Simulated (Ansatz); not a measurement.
Ansatz (a first-principles code) input:

Ansatz 0.2 input:
```yaml
crystal:
  lattice:
    - [0.0, 2.8349845908, 2.8349845908]
    - [2.8349845908, 0.0, 2.8349845908]
    - [2.8349845908, 2.8349845908, 0.0]
  atoms:
    - { symbol: Al, position: [0.25, 0.25, 0.25] }
    - { symbol: Al, position: [0.75, 0.75, 0.75] }
    - { symbol: Cu, position: [0.5, 0.5, 0.5] }
kpoints:
  mp_grid: { grid: [26, 26, 26] }
hamiltonian:
  xc: lda
  pseudopotentials: { kind: paw }
scf:
  occupations: { method: fermi_dirac, width: 0.1 }
elastic: { mode: relaxed_ion, stencil: two_point, amplitude: 0.005, f_tol: 0.0005 }
```

Output (shortened):

```
Pseudopotential: Al, paw, valence charge 3
Pseudopotential: Cu, paw, valence charge 19
Functional definition: SPW92
Crystal: 3 atoms, lattice volume = 45.570 Å³
Basis set: ecut = 420 eV, 893 PW (Γ)
Bands: 17, of which v1, the nominal top of the filled ones, is band 13 counted from 1 (12 counted from 0)
Symmetry: 48 space group operations
Space group: Fm-3m (ITA 225), of the structure as read, at distance tolerance 3.6e-5 Å
k-points: 511 of 17576
SCF 1 converged in 11 iterations: F = -7582.132575 eV  dr2 = 1.10e-14
Crystal: 3 atoms, lattice volume = 45.342 Å³
Symmetry: 16 space group operations
k-points: 1330 of 17576
SCF 2 converged in 10 iterations: F = -7582.131852 eV  dr2 = 7.86e-15
Crystal: 3 atoms, lattice volume = 45.798 Å³
SCF 3 converged in 8 iterations: F = -7582.131980 eV  dr2 = 9.39e-14
Crystal: 3 atoms, lattice volume = 45.570 Å³
Symmetry: 8 space group operations
k-points: 2471 of 17576
SCF 4 converged in 10 iterations: F = -7582.132248 eV  dr2 = 9.68e-15
relax step   1: F+E_penalty+E_count = -7582.13224776 eV  Δ(F+E_penalty+E_count) = +0.000e0 eV  max|allowed force component| = 2.540e-2 eV/Å  Δτ_max = 0.0000 Å  (10 SCF iters, accepted)
Crystal: 3 atoms, lattice volume = 45.570 Å³
SCF 5 converged in 8 iterations: F = -7582.132306 eV  dr2 = 4.36e-15
relax step   2: F+E_penalty+E_count = -7582.13230555 eV  Δ(F+E_penalty+E_count) = -5.779e-5 eV  max|allowed force component| = 1.222e-2 eV/Å  Δτ_max = 0.0015 Å  (8 SCF iters, accepted)
Crystal: 3 atoms, lattice volume = 45.570 Å³
SCF 6 converged in 8 iterations: F = -7582.132323 eV  dr2 = 1.26e-14
relax step   3: F+E_penalty+E_count = -7582.13232296 eV  Δ(F+E_penalty+E_count) = -1.741e-5 eV  max|allowed force component| = 9.475e-7 eV/Å  Δτ_max = 0.0014 Å  (8 SCF iters, accepted)
Crystal: 3 atoms, lattice volume = 45.570 Å³
SCF 7 converged in 6 iterations: F = -7582.132323 eV  dr2 = 1.75e-19
Crystal: 3 atoms, lattice volume = 45.570 Å³
SCF 8 converged in 9 iterations: F = -7582.132248 eV  dr2 = 9.42e-14
relax step   1: F+E_penalty+E_count = -7582.13224775 eV  Δ(F+E_penalty+E_count) = +0.000e0 eV  max|allowed force component| = 2.540e-2 eV/Å  Δτ_max = 0.0000 Å  (9 SCF iters, accepted)
Crystal: 3 atoms, lattice volume = 45.570 Å³
SCF 9 converged in 8 iterations: F = -7582.132323 eV  dr2 = 1.37e-14
relax step   2: F+E_penalty+E_count = -7582.13232294 eV  Δ(F+E_penalty+E_count) = -7.519e-5 eV  max|allowed force component| = 1.036e-6 eV/Å  Δτ_max = 0.0030 Å  (8 SCF iters, accepted)
Crystal: 3 atoms, lattice volume = 45.570 Å³
SCF 10 converged in 6 iterations: F = -7582.132323 eV  dr2 = 1.55e-19
SCF converged after 11 iterations
Free energy (F): -7582.132575 eV
Harris-Foulkes:  -7582.132575 eV  (|F-HF|=2.73e-12)
Internal energy: -7582.105407 eV  (E = F + TS)
E sigma→0 (E₀):  -7582.118991 eV
Entropy (-TS):   -0.027169 eV (-9.056 meV/atom)
Fermi energy:    9.580415 eV
--- Per-component energies (eV) ---
  E_band       = -486.322227
  E_kinetic    = 348.705942
  E_local      = -5846.571411  (includes V_loc(G=0)·N_el)
  E_nonlocal   = 407.511522
  E_hartree    = 2614.227809
  E_xc         = -170.131522
  E_vxc        = -177.244517  (∫ρ·V_xc dr)
  E_paw        = -2472.812733  (= ΣΔE_a)
  E_vpaw       = -447.179585  (= ΣTr[D̂ρ^β])
  E_aug_tail   = 0.000211  (compensation charges beyond the density's cutoff)
  E_ewald      = -2463.596317
  E_core_change = 0.561093  (= ΣΔE_core)
  E_smearing   = -0.027169  (= −TS)
  E_closure    = 0.000000  (closes the sum)
  Σ components = -7582.132575   (vs F -7582.132575, Δ=0.00e0)
--- Forces (eV/Å), atoms counted from 1 ---
  atom   1  Al     0.00000000     0.00000000     0.00000000
  atom   2  Al     0.00000000     0.00000000     0.00000000
  atom   3  Cu     0.00000000     0.00000000     0.00000000
  max |Σ_I F_I| component: 3.24e-17 eV/Å
--- Stress (GPa, compression-positive) ---
        0.038573       0.000000       0.000000
        0.000000       0.038573       0.000000
        0.000000       0.000000       0.038573
  P = ⅓ Tr σ = 0.0386 GPa (0.386 kbar)
--- Band table (eV; the first three rows and the last of 511) ---
  k-point 0: bands = ["-103.5936", "-61.3861", "-61.3861", "-61.3861", "-0.9044", "4.8137", "4.8137", "4.8137", "5.4108", "5.4108", "12.4785", "12.4785", "12.4785", "12.6609", "12.6609", "12.6609", "14.0967"]
  k-point 1: bands = ["-103.5936", "-61.3861", "-61.3861", "-61.3861", "-0.8840", "4.8071", "4.8170", "4.8170", "5.4099", "5.4099", "11.8217", "12.2298", "12.2298", "12.9274", "12.9274", "13.1031", "14.2837"]
  k-point 2: bands = ["-103.5936", "-61.3861", "-61.3861", "-61.3861", "-0.8227", "4.7875", "4.8267", "4.8267", "5.4074", "5.4074", "11.0157", "11.9298", "11.9298", "13.2738", "13.2738", "13.3088", "14.7959"]
  k-point 510: bands = ["-103.5936", "-61.3862", "-61.3862", "-61.3862", "3.7718", "3.8864", "4.2708", "4.6235", "5.3391", "5.6213", "5.7887", "5.9865", "7.0842", "13.4545", "14.2886", "14.4772", "15.6420"]
--- Elastic constants: 2 strain directions × 2 members + reference (group order 48) ---
  dense FFT box of the reference and of every strained cell: 27×27×27
  strains applied: 11, 23; error gains: componentwise 1.00 (the most a stress slope's error grows in a printed constant), spectral 1.73 (1 for all six strains …
  C = ∂σ_k/∂η_j (tension-positive GPa; Voigt order 11 22 33 23 13 12):
       184.936     74.457     74.457      0.000      0.000      0.000
        74.457    184.936     74.457      0.000      0.000      0.000
        74.457     74.457    184.936      0.000      0.000      0.000
         0.000      0.000      0.000     70.390      0.000      0.000
         0.000      0.000      0.000      0.000     70.390      0.000
         0.000      0.000      0.000      0.000      0.000     70.390
  reference stress σ⁰ (GPa):     -0.039     -0.039     -0.039      0.000      0.000      0.000
  moduli (Voigt/Reuss/Hill, GPa): K = 111.28/111.28/111.28   G = 64.33/63.43/63.88   E = 160.86   ν = 0.259
  mechanically stable: yes (min eigenvalue of sym C = 70.39 GPa)
  strain η (Voigt 11):  stress-route row diagonal C_11 = 184.94 GPa, energy-path curvature d²(F+E_count+ΔE)/dδ²/Ω₀ = 184.97 GPa
         δ    σ_11 (GPa)             F (eV)   n_scf  n_hpsi   n_pw
    -5.000e-3      -0.9806       -7582.1318525      10  486238    909   relax 0 steps, max|allowed force component| 5.55e-17 eV/Å
     5.000e-3       0.8688       -7582.1319795       8  411972    922   relax 0 steps, max|allowed force component| 5.55e-17 eV/Å
  strain η (Voigt 23):  stress-route row diagonal C_44 = 70.39 GPa, energy-path curvature d²(F+E_count+ΔE)/dδ²/Ω₀ = 70.46 GPa
         δ    σ_23 (GPa)             F (eV)   n_scf  n_hpsi   n_pw
    -5.000e-3      -0.3519       -7582.1323230       6  527510    911   relax 3 steps, max|allowed force component| 9.48e-7 eV/Å
     5.000e-3       0.3520       -7582.1323229       6  527201    911   relax 2 steps, max|allowed force component| 1.04e-6 eV/Å
```

Cost: very roughly 7 core-minutes on shared cores.

The workflow started from a Materials Project entry (that database holds measured and hypothetical structures alike); the Crystallography Open Database copy checked does not list it. It is not the phase usual at ambient conditions (space group No. 140). The LDA relaxation kept the symmetry of its start; of distortions, only those at the zone centre were tested. The run is not spin-polarised. As this level gives no gap, shear constants depend on the k-mesh and smearing (Fermi–Dirac, 0.1 eV here).

Potentials: the later of the program's two PAW sets.

Ansatz is a plane-wave DFT program.
